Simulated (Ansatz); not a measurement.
Input file for Ansatz (a program for electronic structure):

Ansatz 0.2 input:
```yaml
crystal:
  lattice:
    - [3.1327403175, 0.0, 0.0]
    - [-1.5663701587, 2.7130326984, 0.0]
    - [0.0, 0.0, 3.4886833443]
  atoms:
    - { symbol: Zr, position: [0.0, 0.0, 0.0] }
    - { symbol: B, position: [0.3333333333, 0.6666666667, 0.5] }
    - { symbol: B, position: [0.6666666667, 0.3333333333, 0.5] }
kpoints:
  mp_grid: { grid: [31, 31, 25] }
hamiltonian:
  xc: lda
  pseudopotentials: { kind: paw }
scf:
  occupations: { method: fermi_dirac, width: 0.1 }
elastic: { mode: relaxed_ion, stencil: two_point, amplitude: 0.005, f_tol: 0.0005 }
```

Output (shortened):

```
Pseudopotential: Zr, paw, valence charge 12
Pseudopotential: B, paw, valence charge 3
Functional definition: SPW92
Crystal: 3 atoms, lattice volume = 29.651 Å³
Basis set: ecut = 420 eV, 563 PW (Γ)
Bands: 13, of which v1, the nominal top of the filled ones, is band 9 counted from 1 (8 counted from 0)
Symmetry: 24 space group operations
Space group: P6/mmm (ITA 191), of the structure as read, at distance tolerance 3.1e-5 Å
k-points: 1248 of 24025
the search or the solves at the SCF's close seem to have found levels that the self-consistency loop had missed (the run counts 1) …
SCF 1 converged in 8 iterations: F = -4380.278257 eV  dr2 = 4.74e-14
Crystal: 3 atoms, lattice volume = 29.503 Å³
Symmetry: 8 space group operations
k-points: 3328 of 24025
SCF 2 converged in 8 iterations: F = -4380.276780 eV  dr2 = 1.18e-14
relax step   1: F+E_penalty+E_count = -4380.27678048 eV  Δ(F+E_penalty+E_count) = +0.000e0 eV  max|allowed force component| = 7.800e-3 eV/Å  Δτ_max = 0.0000 Å  (8 SCF iters, accepted)
Crystal: 3 atoms, lattice volume = 29.503 Å³
SCF 3 converged in 9 iterations: F = -4380.276782 eV  dr2 = 0.0
relax step   2: F+E_penalty+E_count = -4380.27678205 eV  Δ(F+E_penalty+E_count) = -1.571e-6 eV  max|allowed force component| = 4.579e-3 eV/Å  Δτ_max = 0.0001 Å  (9 SCF iters, accepted)
Crystal: 3 atoms, lattice volume = 29.503 Å³
SCF 4 converged in 9 iterations: F = -4380.276783 eV  dr2 = 0.0
relax step   3: F+E_penalty+E_count = -4380.27678287 eV  Δ(F+E_penalty+E_count) = -8.268e-7 eV  max|allowed force component| = 3.132e-6 eV/Å  Δτ_max = 0.0002 Å  (9 SCF iters, accepted)
Crystal: 3 atoms, lattice volume = 29.503 Å³
SCF 5 converged in 6 iterations: F = -4380.276783 eV  dr2 = 0.0
Crystal: 3 atoms, lattice volume = 29.799 Å³
SCF 6 converged in 8 iterations: F = -4380.276922 eV  dr2 = 5.08e-15
relax step   1: F+E_penalty+E_count = -4380.27692179 eV  Δ(F+E_penalty+E_count) = +0.000e0 eV  max|allowed force component| = 8.695e-3 eV/Å  Δτ_max = 0.0000 Å  (8 SCF iters, accepted)
Crystal: 3 atoms, lattice volume = 29.799 Å³
SCF 7 converged in 9 iterations: F = -4380.276925 eV  dr2 = 1.97e-19
relax step   2: F+E_penalty+E_count = -4380.27692481 eV  Δ(F+E_penalty+E_count) = -3.028e-6 eV  max|allowed force component| = 1.323e-4 eV/Å  Δτ_max = 0.0003 Å  (9 SCF iters, accepted)
Crystal: 3 atoms, lattice volume = 29.799 Å³
SCF 8 converged in 6 iterations: F = -4380.276925 eV  dr2 = 0.0
Crystal: 3 atoms, lattice volume = 29.503 Å³
SCF 9 converged in 7 iterations: F = -4380.277148 eV  dr2 = 2.18e-15
Crystal: 3 atoms, lattice volume = 29.799 Å³
SCF 10 converged in 5 iterations: F = -4380.277182 eV  dr2 = 8.83e-15
Crystal: 3 atoms, lattice volume = 29.651 Å³
Symmetry: 4 space group operations
k-points: 6208 of 24025
SCF 11 converged in 7 iterations: F = -4380.277618 eV  dr2 = 1.37e-14
relax step   1: F+E_penalty+E_count = -4380.27761842 eV  Δ(F+E_penalty+E_count) = +0.000e0 eV  max|allowed force component| = 1.728e-4 eV/Å  Δτ_max = 0.0000 Å  (7 SCF iters, accepted)
Crystal: 3 atoms, lattice volume = 29.651 Å³
SCF 12 converged in 6 iterations: F = -4380.277618 eV  dr2 = 0.0
Crystal: 3 atoms, lattice volume = 29.651 Å³
SCF 13 converged in 7 iterations: F = -4380.277618 eV  dr2 = 1.48e-14
relax step   1: F+E_penalty+E_count = -4380.27761842 eV  Δ(F+E_penalty+E_count) = +0.000e0 eV  max|allowed force component| = 1.728e-4 eV/Å  Δτ_max = 0.0000 Å  (7 SCF iters, accepted)
Crystal: 3 atoms, lattice volume = 29.651 Å³
SCF 14 converged in 6 iterations: F = -4380.277618 eV  dr2 = 0.0
SCF converged after 8 iterations
Free energy (F): -4380.278257 eV
Harris-Foulkes:  -4380.278257 eV  (|F-HF|=2.73e-12)
Internal energy: -4380.269295 eV  (E = F + TS)
E sigma→0 (E₀):  -4380.273776 eV
Entropy (-TS):   -0.008963 eV (-2.988 meV/atom)
Fermi energy:    16.135461 eV
--- Per-component energies (eV) ---
  E_band       = -17.762420
  E_kinetic    = 439.275832
  E_local      = -544.819673  (includes V_loc(G=0)·N_el)
  E_nonlocal   = 106.120819
  E_hartree    = 171.796897
  E_xc         = -228.664619
  E_vxc        = -272.262730  (∫ρ·V_xc dr)
  E_paw        = -2994.263354  (= ΣΔE_a)
  E_vpaw       = -89.670482  (= ΣTr[D̂ρ^β])
  E_aug_tail   = 0.000016  (compensation charges beyond the density's cutoff)
  E_ewald      = -1330.177283
  E_core_change = 0.462069  (= ΣΔE_core)
  E_smearing   = -0.008963  (= −TS)
  E_closure    = 0.000000  (closes the sum)
  Σ components = -4380.278257   (vs F -4380.278257, Δ=0.00e0)
--- Forces (eV/Å), atoms counted from 1 ---
  atom   1  Zr     0.00000000     0.00000000     0.00000000
  atom   2  B      0.00000000     0.00000000     0.00000000
  atom   3  B      0.00000000     0.00000000     0.00000000
  max |Σ_I F_I| component: 3.70e-17 eV/Å
--- Stress (GPa, compression-positive) ---
        0.060061       0.000000       0.000000
        0.000000       0.060061       0.000000
        0.000000       0.000000       0.007078
  P = ⅓ Tr σ = 0.0424 GPa (0.424 kbar)
--- Band table (eV; the first three rows and the last of 1248) ---
  k-point 0: bands = ["-32.2479", "-10.5142", "-9.8926", "-9.8926", "3.3867", "13.4260", "13.4260", "13.4548", "13.8533", "19.6668", "19.6668", "20.4623", "20.4623"]
  k-point 1: bands = ["-32.2475", "-10.5212", "-9.8922", "-9.8922", "3.4127", "13.1921", "13.4415", "13.4415", "14.1083", "19.4952", "19.4952", "20.4090", "20.4090"]
  k-point 2: bands = ["-32.2464", "-10.5417", "-9.8908", "-9.8908", "3.4896", "12.7886", "13.4882", "13.4882", "14.4904", "19.1210", "19.1210", "20.2543", "20.2543"]
  k-point 1247: bands = ["-32.0722", "-10.6197", "-10.6095", "-10.5425", "7.2005", "7.5044", "11.2013", "13.4374", "13.5150", "20.3791", "22.4070", "22.5009", "22.8968"]
--- Elastic constants: 3 strain directions × 2 members + reference (group order 24) ---
  dense FFT box of the reference and of every strained cell: 24×24×24
  strains applied: 11, 33, 23; error gains …
  C = ∂σ_k/∂η_j (tension-positive GPa; Voigt order 11 22 33 23 13 12):
       606.288     59.742    137.247      0.000      0.000      0.000
        59.742    606.288    137.247      0.000      0.000      0.000
       137.195    137.195    471.856      0.000      0.000      0.000
         0.000      0.000      0.000    275.800      0.000      0.000
         0.000      0.000      0.000      0.000    275.800      0.000
         0.000      0.000      0.000      0.000      0.000    273.273
  reference stress σ⁰ (GPa):     -0.060     -0.060     -0.007      0.000      0.000      0.000
  moduli (Voigt/Reuss/Hill, GPa): K = 261.42/260.74/261.08   G = 254.99/247.02/251.01   E = 570.27   ν = 0.136
  mechanically stable: yes (min eigenvalue of sym C = 273.27 GPa)
  strain η (Voigt 11):  stress-route row diagonal C_11 = 606.29 GPa, energy-path curvature d²(F+E_count+ΔE)/dδ²/Ω₀ = 606.26 GPa
         δ    σ_11 (GPa)             F (eV)   n_scf  n_hpsi   n_pw
    -5.000e-3      -3.1381       -4380.2767829       6  596800    591   relax 3 steps, max|allowed force component| 3.13e-6 eV/Å
     5.000e-3       2.9248       -4380.2769248       6  596843    600   relax 2 steps, max|allowed force component| 1.32e-4 eV/Å
  strain η (Voigt 33):  stress-route row diagonal C_33 = 471.86 GPa, energy-path curvature d²(F+E_count+ΔE)/dδ²/Ω₀ = 471.84 GPa
         δ    σ_33 (GPa)             F (eV)   n_scf  n_hpsi   n_pw
    -5.000e-3      -2.3979       -4380.2771479       7  295616    588   relax 0 steps, max|allowed force component| 1.85e-16 eV/Å
     5.000e-3       2.3206       -4380.2771824       5  245987    600   relax 0 steps, max|allowed force component| 1.36e-16 eV/Å
  strain η (Voigt 23):  stress-route row diagonal C_44 = 275.80 GPa, energy-path curvature d²(F+E_count+ΔE)/dδ²/Ω₀ = 275.82 GPa
         δ    σ_23 (GPa)             F (eV)   n_scf  n_hpsi   n_pw
    -5.000e-3      -1.3790       -4380.2776184       6  1114996    596   relax 1 steps, max|allowed force component| 1.73e-4 eV/Å
     5.000e-3       1.3790       -4380.2776184       6  1115189    596   relax 1 steps, max|allowed force component| 1.73e-4 eV/Å
```

Cost: about 15 core-minutes (a rough figure) on shared cores.

The LDA relaxation kept the symmetry of its start; of distortions, only those at the zone centre were tested. The run is not spin-polarised. As this level gives no gap, shear constants depend on the k-mesh and smearing (Fermi–Dirac, 0.1 eV here). Spin–orbit coupling is left out wherever it is not named.

Potentials: the later of the program's two PAW sets.

Ansatz is a plane-wave DFT program.
